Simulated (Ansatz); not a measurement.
Ansatz input file:

```yaml
crystal:
  lattice:
    - [6.9111358108, 0.0, 0.0]
    - [0.0, 6.9111358108, 0.0]
    - [0.0, 0.0, 6.420824154]
  atoms:
    - { symbol: Si, position: [0.2694066852, 0.0, 0.1193275734] }
    - { symbol: Si, position: [0.0, 0.7305933148, 0.8806724266] }
    - { symbol: Si, position: [0.0, 0.2694066852, 0.8806724266] }
    - { symbol: Si, position: [0.7305933148, 0.0, 0.1193275734] }
    - { symbol: Si, position: [0.0, 0.0, 0.5] }
    - { symbol: O, position: [0.1917332144, 0.0, 0.3564273193] }
    - { symbol: O, position: [0.0, 0.8082667856, 0.6435726807] }
    - { symbol: O, position: [0.0, 0.1917332144, 0.6435726807] }
    - { symbol: O, position: [0.8082667856, 0.0, 0.3564273193] }
    - { symbol: O, position: [0.1912199125, 0.1912199125, 0.0] }
    - { symbol: O, position: [0.1912199125, 0.8087800875, 0.0] }
    - { symbol: O, position: [0.8087800875, 0.1912199125, 0.0] }
    - { symbol: O, position: [0.8087800875, 0.8087800875, 0.0] }
    - { symbol: O, position: [0.5, 0.0, 0.1205136191] }
    - { symbol: O, position: [0.0, 0.5, 0.8794863809] }
basis:
  ecutwfc: 500
kpoints:
  mp_grid: { grid: [4, 4, 4] }
hamiltonian:
  xc: r2scan
scf:
  occupations: { method: gaussian, width: 0.02 }
  n_extra_bands: 60
output:
  forces: false
  stress: false
  eigenvalues: true
  optics: { e_range: [0, 14], sigma: 0.1, nscf_kmesh: { grid: [6, 6, 6] } }
checkpoint:
  read: start.run
  write: ck
  compress: false
  write_wavefunctions: false
  write_every: 100000
```

Launched with
```bash
ansatz run input.yaml --threads 4 --pin off --max-ram 10240MiB --backend cpu --events-out ev --progress --plain --runs-dir out
```

These are results of Ansatz, DFT r2SCAN, scalar-relativistic, plane waves, PAW, not measurements.

From the run's log, abridged (final results; tables in files aren't shown):

```
SCF 1 converged in 5 iterations: F = -8899.940402 eV  dr2 = 3.74e-12
SCF converged after 5 iterations
Free energy (F): -8899.940402 eV
Harris-Foulkes:  -8899.940402 eV  (|F-HF|=1.82e-12)
Internal energy: -8899.940402 eV  (E = F + TS)
E sigma→0 (E₀):  -8899.940402 eV
Fermi energy:    1.504917 eV
--- Per-component energies (eV) ---
  E_band       = -721.072844
  E_kinetic    = 2026.026435
  E_local      = -8813.914897  (includes V_loc(G=0)·N_el)
  E_nonlocal   = 589.872336
  E_hartree    = 3557.645120
  E_xc         = -999.994457
  E_vxc        = -1324.554586  (∫ρ·V_xc dr)
  E_paw        = -4209.602250  (= ΣΔE_a)
  E_vpaw       = -397.911091  (= ΣTr[D̂ρ^β])
  E_aug_tail   = 0.010562  (compensation charges beyond the density's cutoff)
  E_vtau       = 84.108089  (kinetic-family band-sum trace: ∫τ·v_τ [+ j·A + Jᵃ·Aᵃ] dr)
  E_ewald      = -1049.281676
  E_core_change = -0.701574  (= ΣΔE_core)
  E_smearing   =  0.000000  (= −TS)
--- Band table (eV; the first three rows and the last of 18) ---
  k-point 0: bands = ["-22.2453", "-21.1620", "-21.0437", "-21.0148", "-21.0148", "-20.3363", "-20.2612", "-20.1288", "-20.1288", "-20.0967", "-10.1572", "-10.1572", "-9.7479", "-9.2613", "-7.2540", "-7.2540", "-7.0854", "-7.0748", "-7.0642", "-7.0642", "-5.8424", "-5.3948", "-4.3941", "-4.3941", "-4.2438", "-3.9397", "-3.8178", "-3.8178", "-3.7343", "-3.4003", "-3.3505", "-3.3339", "-3.3339", "-2.9287", "-2.9287", "-2.7905", "-2.6388", "-2.4547", "-2.4547", "-1.7523", "4.7129", "7.7746", "7.7858", "7.9997", "8.1661", "8.4356", "8.4356", "8.7364", "8.8506", "8.8544", "9.1160", "9.2119", "9.2119", "9.8566", "9.8566", "10.6256", "10.8565", "10.9333", "10.9333", "11.2952", "11.5704", "11.5704", ...
  k-point 1: bands = ["-22.1730", "-21.4589", "-21.0112", "-21.0112", "-20.8429", "-20.3466", "-20.2169", "-20.1338", "-20.1338", "-20.0966", "-10.1365", "-10.1365", "-10.1355", "-8.7581", "-7.2453", "-7.2453", "-7.1438", "-7.1021", "-7.0874", "-7.0874", "-5.8906", "-5.2682", "-4.4858", "-4.4858", "-4.2570", "-4.0098", "-3.9038", "-3.8240", "-3.8240", "-3.3948", "-3.3210", "-3.3210", "-3.1340", "-2.9747", "-2.9747", "-2.7595", "-2.6374", "-2.2963", "-2.2963", "-1.9623", "5.0645", "7.1443", "7.7596", "8.1667", "8.1989", "8.4382", "8.4807", "8.4807", "8.9546", "8.9546", "9.0220", "9.0358", "9.6000", "9.6667", "9.6667", "10.5540", "10.6662", "10.8623", "10.8623", "11.1335", "11.6772", "11.8876" ...
  k-point 2: bands = ["-22.0581", "-21.6799", "-21.0077", "-21.0077", "-20.7632", "-20.3525", "-20.1748", "-20.1388", "-20.1388", "-20.0965", "-10.3471", "-10.1154", "-10.1154", "-8.3999", "-7.2414", "-7.2337", "-7.2337", "-7.1184", "-7.1140", "-7.1140", "-5.9256", "-5.1315", "-4.5703", "-4.5703", "-4.2906", "-4.0716", "-4.0541", "-3.8280", "-3.8280", "-3.4388", "-3.3079", "-3.3079", "-3.0059", "-3.0059", "-2.7565", "-2.7343", "-2.6178", "-2.3275", "-2.1613", "-2.1613", "5.8207", "6.1711", "7.6692", "8.0970", "8.3979", "8.3979", "8.4938", "8.7413", "8.9521", "9.1212", "9.1212", "9.2283", "9.2283", "9.2321", "9.7028", "10.3145", "10.4476", "10.7709", "10.7709", "10.9061", "11.9540", "11.9540" ...
  k-point 17: bands = ["-21.6557", "-21.5524", "-21.5524", "-21.5394", "-20.2567", "-20.2567", "-20.1674", "-20.1423", "-20.1423", "-20.1091", "-11.5122", "-9.1003", "-8.7613", "-8.5742", "-8.5742", "-7.4678", "-7.3038", "-7.3038", "-6.7862", "-6.6243", "-5.7133", "-4.9215", "-4.7348", "-4.7348", "-4.3369", "-4.1246", "-4.0784", "-3.8723", "-3.8723", "-3.5981", "-3.5981", "-3.3795", "-3.2765", "-3.0209", "-3.0209", "-2.7827", "-2.2533", "-2.0115", "-1.9110", "-1.9110", "7.3298", "7.3555", "7.3555", "7.3989", "7.5548", "7.5548", "7.6028", "7.9495", "8.3469", "8.8098", "8.8098", "9.1315", "9.1783", "10.6450", "10.8995", "11.2196", "11.2196", "11.2822", "11.2822", "11.3559", "11.8736", "11.8736 ...
```

The run converged.

It took 4.3 min on 4 threads of Oxide Virtual Turin-like Processor (Zen 5), on a shared host, peak memory 3.8 GiB.

The run starts from the saved density of an earlier one, so iterations and time are fewer than from atoms.